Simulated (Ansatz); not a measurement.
Al3Ru2:
```cif
data_Al6Ru4
_chemical_formula_sum 'Al6 Ru4'
_space_group_name_H-M_alt 'I4/mmm'
_space_group_IT_number 139
_space_group_name_Hall '-I 4 2'
_cell_length_a 3.07648
_cell_length_b 3.07648
_cell_length_c 14.28130
_cell_angle_alpha 90.000
_cell_angle_beta 90.000
_cell_angle_gamma 90.000
loop_
_atom_site_label
_atom_site_type_symbol
_atom_site_symmetry_multiplicity
_atom_site_Wyckoff_symbol
_atom_site_fract_x
_atom_site_fract_y
_atom_site_fract_z
_atom_site_occupancy
Al1 Al 2 a 0.00000 0.00000 0.00000 1
Al2 Al 4 e 0.00000 0.00000 0.19390 1
Ru1 Ru 4 e 0.00000 0.00000 0.39419 1
```
(The calculation used a cell of 5 atoms; values per cell refer to that cell.)

Relaxed with r²SCAN.

Q: Which orbitals make up the states near the Fermi level in DFT-r²SCAN in the program Ansatz with PAW potentials?

A: Within 0.5 eV of the Fermi level: Ru 4d 63 %, Al 3p 28 %. Projections are on Löwdin-orthogonalised atomic valence shells; empty p or d shells of many metals are not among them.

Q: Tabulate the density of states.

A: States/eV per cell of 5 atoms, in 0.25 eV bins, energy from the Fermi level.

```tsv
E (eV)	total	Ru 4d	Al 3p	Al 3s
-7.85	0.87	0.07	0.38	0.27
-7.60	0.94	0.09	0.41	0.29
-7.35	1.04	0.13	0.45	0.32
-7.10	1.20	0.19	0.51	0.35
-6.85	1.26	0.26	0.49	0.37
-6.60	1.75	0.49	0.60	0.50
-6.35	2.15	0.84	0.57	0.62
-6.10	1.90	0.64	0.56	0.61
-5.85	1.63	0.65	0.54	0.37
-5.60	1.19	0.41	0.44	0.26
-5.35	1.80	0.72	0.60	0.38
-5.10	1.74	0.81	0.54	0.28
-4.85	1.80	0.84	0.59	0.24
-4.60	2.15	1.02	0.86	0.14
-4.35	2.08	1.03	0.79	0.14
-4.10	3.56	1.92	1.21	0.24
-3.85	3.32	2.02	0.92	0.23
-3.60	4.42	3.04	1.09	0.15
-3.35	3.24	2.25	0.85	0.06
-3.10	2.97	2.25	0.60	0.05
-2.85	2.54	1.86	0.53	0.05
-2.60	5.19	4.06	0.87	0.08
-2.35	4.23	3.37	0.69	0.06
-2.10	4.17	3.23	0.76	0.08
-1.85	7.01	5.39	1.24	0.20
-1.60	6.09	4.67	1.08	0.14
-1.35	5.80	4.45	1.05	0.12
-1.10	5.75	4.65	0.82	0.09
-0.85	4.67	3.91	0.58	0.05
-0.60	4.59	3.90	0.52	0.05
-0.35	2.26	1.68	0.45	0.04
-0.10	1.29	0.71	0.44	0.05
0.15	1.09	0.52	0.43	0.06
0.40	0.99	0.41	0.41	0.08
0.65	0.99	0.31	0.41	0.17
0.90	0.46	0.16	0.20	0.06
1.15	0.37	0.18	0.13	0.02
1.40	1.27	1.02	0.20	0.02
1.65	3.15	2.24	0.70	0.12
1.90	2.88	1.85	0.80	0.12
2.15	1.56	0.87	0.53	0.10
2.40	1.31	0.65	0.50	0.10
2.65	1.58	0.76	0.62	0.13
2.90	1.47	0.63	0.59	0.17
3.15	1.45	0.54	0.58	0.24
3.40	0.97	0.31	0.44	0.17
3.65	0.96	0.25	0.42	0.17
3.90	1.23	0.28	0.45	0.24
4.15	1.61	0.33	0.54	0.44
4.40	2.70	0.52	0.71	0.67
4.65	3.16	0.56	0.86	0.89
4.90	2.95	0.49	0.90	0.83
```

The workflow started from a Materials Project entry (that database holds measured and hypothetical structures alike); the Crystallography Open Database copy checked does not list it. Its standing as an ambient phase is unchecked. Symmetry was held in the r²SCAN relaxation; its stability against distortions is not shown here. No spin polarisation was allowed. Scalar-relativistic: spin–orbit coupling is off unless named, which matters more the heavier the elements.

Potentials: the later of the program's two PAW sets.
